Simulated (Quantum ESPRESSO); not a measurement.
pw.x input (Quantum ESPRESSO 7.5; PBEsol, PseudoDojo standard norm-conserving files, scalar-relativistic):

```
&CONTROL
  calculation = 'scf'
  pseudo_dir = './pseudo'
  outdir = './out'
  tprnfor = .true.
  tstress = .true.
/
&SYSTEM
  ibrav = 0
  nat = 5
  ntyp = 3
  ecutwfc = 92.0
  ecutrho = 368.0
  occupations = 'smearing'
  smearing = 'fd'
  degauss = 0.002
  nbnd = 36
/
&ELECTRONS
  conv_thr = 5e-10
/
ATOMIC_SPECIES
S 32.0600 S.upf
Cu 63.5460 Cu.upf
Ba 137.3270 Ba.upf
CELL_PARAMETERS angstrom
 -1.950965000000   1.950965000000   6.325050000000
  1.950965000000  -1.950965000000   6.325050000000
  1.950965000000   1.950965000000  -6.325050000000
ATOMIC_POSITIONS crystal
S   0.641010000000   0.641010000000  -0.000000000000
S   0.358990000000   0.358990000000   0.000000000000
Cu   0.750000000000   0.250000000000   0.500000000000
Cu   0.250000000000   0.750000000000   0.500000000000
Ba   0.000000000000   0.000000000000   0.000000000000
K_POINTS automatic
10 10 10 0 0 0
```

End of the output:

```
     total energy              =    -858.26791610 Ry
     estimated scf accuracy    <       0.00000109 Ry
     total energy              =    -858.26791624 Ry
     estimated scf accuracy    <          4.0E-09 Ry
     total energy              =    -858.26791624 Ry
     estimated scf accuracy    <          7.6E-10 Ry
[...]
     the Fermi energy is    11.3473 ev
!    total energy              =    -858.26791624 Ry
     estimated scf accuracy    <          2.8E-10 Ry
     smearing contrib. (-TS)   =      -0.00000014 Ry
     internal energy E=F+TS    =    -858.26791610 Ry
     The total energy is F=E-TS. E is the sum of the following terms:
     one-electron contribution =    -754.33151255 Ry
     hartree contribution      =     404.07550110 Ry
     xc contribution           =    -118.42295267 Ry
     ewald contribution        =    -389.58895199 Ry
     convergence has been achieved in  13 iterations
     Forces acting on atoms (cartesian axes, Ry/au):
     atom    1 type  1   force =    -0.00000000   -0.00000000   -0.00003234
     atom    2 type  1   force =    -0.00000000    0.00000000    0.00003234
     atom    3 type  2   force =     0.00000000    0.00000000    0.00000000
     atom    4 type  2   force =    -0.00000000    0.00000000   -0.00000000
     atom    5 type  3   force =     0.00000000    0.00000000    0.00000000
     Total force =     0.000046     Total SCF correction =     0.000024
     SCF correction compared to forces is large: reduce conv_thr to get better values
     Computing stress (Cartesian axis) and pressure
          total   stress  (Ry/bohr**3)                   (kbar)     P=      -37.30
  -0.00024855   0.00000000   0.00000000          -36.56        0.00        0.00
   0.00000000  -0.00024855  -0.00000000            0.00      -36.56       -0.00
   0.00000000  -0.00000000  -0.00026352            0.00       -0.00      -38.77
```
In a gapped system the printed Fermi energy is only some level inside the gap.

Geometry of the Materials Project entry, not relaxed at this level.
